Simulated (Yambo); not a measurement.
Yambo run on RbCl (rock salt, space group Fm-3m, No. 225). The wavefunctions are norm-conserving PBEsol (Quantum ESPRESSO, 58 Ry, no spin-orbit coupling) ones on a 4×4×4 mesh (8 occupied bands); a = b = c = 4.625 Å, α = β = γ = 60.00°.

Yambo input:

```
rim_cut
gw0
dyson
el_el_corr
HF_and_locXC
ppa
em1d
RandQpts= 1000000
RandGvec= 1 Ry
EXXRLvcs= 58 Ry
VXCRLvcs= 232 Ry
Chimod= "HARTREE"
% BndsRnXp
 1 | 119 |
%
NGsBlkXp= 4 Ry
% LongDrXp
 1.0 | 1.0 | 1.0 |
%
PPAPntXp= 27.2114 eV
% GbndRnge
 1 | 119 |
%
GTermKind= "none"
DysSolver= "n"
ExtendOut
% QPkrange
 1 | 1 | 8 | 9 |
%
```

k points by index: 1 = Γ.

The o-*.qp file then holds:

```
#    K-point    Band    Eo [eV]    E [eV]    E-Eo [eV]    Vxc [eV]    Vnlxc [eV]    Sc|Eo [eV]    Sc|E [eV]    dSc/dw|Eo [eV]    Re(Z)    Im(Z)
#
    1    8    0.000000    -2.013277    -2.013277    -13.91030    -18.56584    2.209332    2.642271    -5.850962    0.823028    -0.001952
    1    9    4.899847    5.621993    0.722147    -6.863286    -3.120162    -2.922555    -3.020978    -3.708237    0.880068    -0.846898E-3
```
(The two width columns are left out.) Convergence of these settings isn't established.

Geometry relaxed with PBEsol.
